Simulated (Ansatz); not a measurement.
Ru:
```cif
data_Ru2
_chemical_formula_sum 'Ru2'
_space_group_name_H-M_alt 'Im-3m'
_space_group_IT_number 229
_space_group_name_Hall '-I 4 2 3'
_cell_length_a 3.03272
_cell_length_b 3.03272
_cell_length_c 3.03272
_cell_angle_alpha 90.000
_cell_angle_beta 90.000
_cell_angle_gamma 90.000
loop_
_atom_site_label
_atom_site_type_symbol
_atom_site_symmetry_multiplicity
_atom_site_Wyckoff_symbol
_atom_site_fract_x
_atom_site_fract_y
_atom_site_fract_z
_atom_site_occupancy
Ru1 Ru 2 a 0.00000 0.00000 0.00000 1
```
(The calculation used a cell of 1 atom; values per cell refer to that cell.)

Relaxed with r²SCAN.

Question: Which orbitals make up the states near the Fermi level in r²SCAN in the plane-wave PAW code Ansatz?

Answer: Within 0.5 eV of the Fermi level: Ru 4d 98 %. Projections are on Löwdin-orthogonalised atomic valence shells; empty p or d shells of many metals are not among them.

Question: Tabulate the density of states.

Answer: States/eV per cell of 1 atom, in 0.25 eV bins, energy from the Fermi level.

| E (eV) | total | Ru 4d | Ru 5s | Ru 4p |
|---|---|---|---|---|
| -7.85 | 0.04 | 0.00 | 0.04 | 0.00 |
| -7.60 | 0.06 | 0.00 | 0.05 | 0.00 |
| -7.35 | 0.07 | 0.00 | 0.06 | 0.00 |
| -7.10 | 0.08 | 0.00 | 0.07 | 0.00 |
| -6.85 | 0.10 | 0.01 | 0.09 | 0.00 |
| -6.60 | 0.14 | 0.02 | 0.10 | 0.00 |
| -6.35 | 0.48 | 0.32 | 0.15 | 0.01 |
| -6.10 | 0.94 | 0.68 | 0.24 | 0.01 |
| -5.85 | 1.14 | 0.87 | 0.25 | 0.01 |
| -5.60 | 1.37 | 1.11 | 0.23 | 0.02 |
| -5.35 | 1.65 | 1.41 | 0.21 | 0.02 |
| -5.10 | 1.52 | 1.35 | 0.15 | 0.02 |
| -4.85 | 1.16 | 1.05 | 0.09 | 0.01 |
| -4.60 | 1.55 | 1.51 | 0.02 | 0.01 |
| -4.35 | 2.00 | 1.95 | 0.01 | 0.02 |
| -4.10 | 1.62 | 1.57 | 0.02 | 0.01 |
| -3.85 | 1.11 | 1.07 | 0.03 | 0.01 |
| -3.60 | 0.94 | 0.88 | 0.04 | 0.01 |
| -3.35 | 1.11 | 1.01 | 0.07 | 0.01 |
| -3.10 | 2.16 | 1.93 | 0.17 | 0.02 |
| -2.85 | 1.32 | 1.13 | 0.14 | 0.02 |
| -2.60 | 0.80 | 0.67 | 0.09 | 0.01 |
| -2.35 | 0.66 | 0.55 | 0.07 | 0.01 |
| -2.10 | 0.60 | 0.51 | 0.06 | 0.01 |
| -1.85 | 0.59 | 0.51 | 0.05 | 0.01 |
| -1.60 | 0.65 | 0.58 | 0.04 | 0.00 |
| -1.35 | 0.80 | 0.74 | 0.04 | 0.00 |
| -1.10 | 1.16 | 1.09 | 0.03 | 0.00 |
| -0.85 | 1.29 | 1.23 | 0.03 | 0.00 |
| -0.60 | 1.62 | 1.56 | 0.03 | 0.00 |
| -0.35 | 1.65 | 1.61 | 0.02 | 0.00 |
| -0.10 | 1.79 | 1.76 | 0.01 | 0.00 |
| 0.15 | 1.81 | 1.77 | 0.02 | 0.00 |
| 0.40 | 2.48 | 2.44 | 0.03 | 0.00 |
| 0.65 | 1.47 | 1.39 | 0.06 | 0.00 |
| 0.90 | 1.06 | 0.96 | 0.07 | 0.00 |
| 1.15 | 0.89 | 0.79 | 0.07 | 0.00 |
| 1.40 | 0.82 | 0.72 | 0.07 | 0.00 |
| 1.65 | 0.77 | 0.67 | 0.07 | 0.00 |
| 1.90 | 0.61 | 0.52 | 0.07 | 0.00 |
| 2.15 | 0.38 | 0.29 | 0.08 | 0.00 |
| 2.40 | 0.25 | 0.15 | 0.08 | 0.00 |
| 2.65 | 0.24 | 0.13 | 0.09 | 0.00 |
| 2.90 | 0.24 | 0.11 | 0.09 | 0.00 |
| 3.15 | 0.23 | 0.10 | 0.10 | 0.00 |
| 3.40 | 0.23 | 0.09 | 0.10 | 0.00 |
| 3.65 | 0.23 | 0.08 | 0.10 | 0.00 |
| 3.90 | 0.23 | 0.07 | 0.10 | 0.00 |
| 4.15 | 0.23 | 0.07 | 0.10 | 0.00 |
| 4.40 | 0.23 | 0.06 | 0.10 | 0.00 |
| 4.65 | 0.23 | 0.06 | 0.10 | 0.00 |

The start of the workflow was typed in or built on a structure type; neither database checked (COD, Materials Project) lists it. It is not the phase usual at ambient conditions (space group No. 194). The cell was relaxed with r²SCAN under the symmetry of its start. At this level the phase is mechanically unstable. No spin polarisation was allowed. Scalar-relativistic: spin–orbit coupling is off unless named, which matters more the heavier the elements.

Potentials: the earlier of the program's two PAW sets.
